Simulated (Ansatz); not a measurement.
TeI:
Space group C2/m (No. 12); a = 15.7926 Å, b = 4.2148 Å, c = 12.3337 Å, α = 90.00°, β = 129.27°, γ = 90.00°

```json
[
 {"atom": "I", "site": "4i", "symmetry": "m", "x": "0.1597", "y": "0.5000", "z": "0.1884"},
 {"atom": "Te", "site": "4i", "symmetry": "m", "x": "0.0825", "y": "0.0000", "z": "0.8433"},
 {"atom": "I", "site": "4i", "symmetry": "m", "x": "0.1029", "y": "0.0000", "z": "0.4370"},
 {"atom": "Te", "site": "4i", "symmetry": "m", "x": "0.3014", "y": "0.0000", "z": "0.1816"}
]
```
(The calculation used a cell of 8 atoms; values per cell refer to that cell.)

Relaxed with r²SCAN+D4.

**Question.** Tabulate the valence density and the electron localisation function along the shortest Te–Te contact (2.93 Å), r²SCAN+D4 (plane waves, PAW; program Ansatz).

**Answer.** 

```
distance from Te (Å)  density (e/Å³)   ELF
--------------------  --------------  ----
0.29                           12.67  0.01
0.44                            8.19  0.06
0.59                            4.22  0.20
0.73                            1.77  0.38
0.88                            0.86  0.49
1.03                            0.62  0.57
1.17                            0.48  0.66
1.32                            0.40  0.69
1.47                            0.37  0.66
1.61                            0.38  0.60
1.76                            0.44  0.53
1.91                            0.56  0.45
2.05                            0.80  0.42
2.20                            1.74  0.35
2.35                            4.21  0.20
2.49                            8.18  0.06
2.64                           12.65  0.01
```

The density is the valence pseudo-density with augmentation charge, so density and ELF within about 1 Å of a nucleus are not all-electron values.

The workflow started from an entry of the Crystallography Open Database (COD), which files this formula under 2 space groups. Whether it is the stable phase at ambient conditions was not checked. The r²SCAN+D4 relaxation kept the symmetry of its start; its stability against distortions is not shown here. Spin–orbit coupling is left out wherever it is not named.

Potentials: the later of the program's two PAW sets.
